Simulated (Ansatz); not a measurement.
SiGe:
```cif
data_GeSi
_chemical_formula_sum 'Ge1 Si1'
_space_group_name_H-M_alt 'Pm-3m'
_space_group_IT_number 221
_space_group_name_Hall '-P 4 2 3'
_cell_length_a 3.19720
_cell_length_b 3.19720
_cell_length_c 3.19720
_cell_angle_alpha 90.000
_cell_angle_beta 90.000
_cell_angle_gamma 90.000
loop_
_atom_site_label
_atom_site_type_symbol
_atom_site_symmetry_multiplicity
_atom_site_Wyckoff_symbol
_atom_site_fract_x
_atom_site_fract_y
_atom_site_fract_z
_atom_site_occupancy
Ge1 Ge 1 a 0.00000 0.00000 0.00000 1
Si1 Si 1 b 0.50000 0.50000 0.50000 1
```

Relaxed with PBEsol.

Problem. Decompose the optical modes at the zone centre into irreducible representations, and say which are infrared and Raman allowed.

Solution. Point group m-3m: Γ_opt = T1u. Infrared: T1u. Raman: none.

Problem. Assign frequencies (DFPT, plane-wave PAW PBEsol (Ansatz code)).

Solution. T1u 147 cm⁻¹.

The cell is a constructed one: a structure type filled with these elements; neither database checked (COD, Materials Project) lists it. Its standing as an ambient phase is unchecked. The cell was relaxed with PBEsol under the symmetry of its start. At this level the phase is mechanically unstable. As this level gives no gap, phonon frequencies hold no LO–TO term and depend on the k-mesh and smearing (Fermi–Dirac, 0.1 eV here).

Potentials: the later of the program's two PAW sets.
